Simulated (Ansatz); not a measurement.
Si:
Space group Fd-3m, origin choice 1 (No. 227); a = b = c = 14.6238 Å, α = β = γ = 90.00°

| atom | site | symmetry | x | y | z |
|---|---|---|---|---|---|
| Si | 8a | -43m | 0.0000 | 0.0000 | 0.0000 |
| Si | 32e | .3m | 0.3586 | 0.3586 | 0.3586 |
| Si | 96g | ..m | 0.0585 | 0.0585 | 0.2528 |
(The calculation used a cell of 34 atoms; values per cell refer to that cell.)

Relaxed with PBEsol. Independent-particle spectrum: no excitons, no local fields, no scissors shift; 0.1 eV broadening; ε₁ of the summed bands alone.

Problem. Tabulate the dielectric function from the program Ansatz at the PBEsol level (PAW).

Solution. 

```
E (eV)  ε₁ xx  ε₂ xx
------  -----  -----
0.0     20.71   0.00
0.4     21.47   0.00
0.8     24.77   0.10
1.2     34.71  10.88
1.6     24.92  16.23
2.0     19.14  30.45
2.4      9.32  24.75
2.8      2.08  21.00
3.2     -0.26  17.94
3.6      0.47  17.30
4.0     -2.68  16.18
4.4     -4.23  14.04
4.8     -6.37  12.86
5.2     -8.13   9.16
5.6     -7.41   6.92
6.0     -6.47   4.20
6.4     -5.27   3.25
6.8     -4.60   2.71
7.2     -3.83   2.07
7.6     -3.29   1.88
8.0     -2.98   1.55
8.4     -2.55   1.31
8.8     -2.31   1.09
9.2     -2.03   0.95
9.6     -1.78   0.75
10.0    -1.52   0.65
10.4    -1.32   0.54
10.8    -1.12   0.49
11.2    -0.97   0.44
11.6    -0.84   0.39
12.0    -0.71   0.33
```

Problem. From ε at 2.7 eV (xx: 2.97 + 23.23i), find n, k, the normal reflectivity and the absorption coefficient.

Solution. n = 3.63, k = 3.197, R = 54 %, α = 2kE/ħc = 870000 cm⁻¹.

With all bands, ε∞ without local fields is 20.7.

The first step of the workflow began from a Materials Project structure, measured or hypothetical. Its sites differ from those of the usual phase in this space group: another stacking or structure type. The cell was relaxed with PBEsol under the symmetry of its start; its stability against distortions is not shown here.

Potentials: the earlier of the program's two PAW sets. The files were generated under PBE; for other functionals the program regenerates the frozen cores, and for LDA and PBEsol the local potential too.
